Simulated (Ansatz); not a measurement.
InSb:
```
CELL_PARAMETERS angstrom
      8.18240     0.00000     0.00000
      0.00000     8.18240     0.00000
      0.00000     0.00000     8.18240
ATOMIC_POSITIONS crystal
  In 0.25000 0.00000 0.50000
  In 0.50000 0.25000 0.00000
  In 0.50000 0.75000 0.00000
  In 0.75000 0.00000 0.50000
  In 0.00000 0.50000 0.75000
  In 0.00000 0.50000 0.25000
  Sb 0.25000 0.50000 0.00000
  Sb 0.00000 0.25000 0.50000
  Sb 0.00000 0.75000 0.50000
  Sb 0.75000 0.50000 0.00000
  Sb 0.50000 0.00000 0.75000
  Sb 0.50000 0.00000 0.25000
```

Relaxed with PBE. Special points in fractions of this cell's reciprocal vectors: Γ (0.000, 0.000, 0.000); X (0.000, 0.500, 0.000); M (0.500, 0.500, 0.000); R (0.500, 0.500, 0.500).

Task: List the band energies nearest the Fermi level at these points for plane-wave PAW PBE (Ansatz code).

Result: In eV from the Fermi level; about four levels below and three above (degenerate sets whole), none deeper than 8.9 eV; points with the same levels are listed once.

| k | below | above |
|---|---|---|
| Γ | -0.69 -0.02 -0.02 -0.02 | 0.70 0.70 0.70 |
| X | -0.71 -0.71 -0.29 -0.29 | 0.65 0.65 1.42 1.42 |
| M | -0.91 -0.91 -0.72 -0.33 | 1.27 1.27 1.42 |
| R | -1.21 -1.21 -1.21 -1.21 | 2.21 2.21 2.21 2.21 2.21 2.21 |

Space group Pm-3n. The start of the workflow was typed in or built on a structure type; neither database checked (COD, Materials Project) lists it. It is not the phase usual at ambient conditions (space group No. 216). The PBE relaxation kept the symmetry of its start; whether a distortion lowers the energy is not shown. The volume moved by 36 % from the start of the relaxation. A small band overlap can be real or an error of a semilocal functional. The Fermi level of a semimetal is unsure by some 0.05 eV on such meshes. Spin–orbit coupling is left out wherever it is not named.

Potentials: the earlier of the program's two PAW sets.
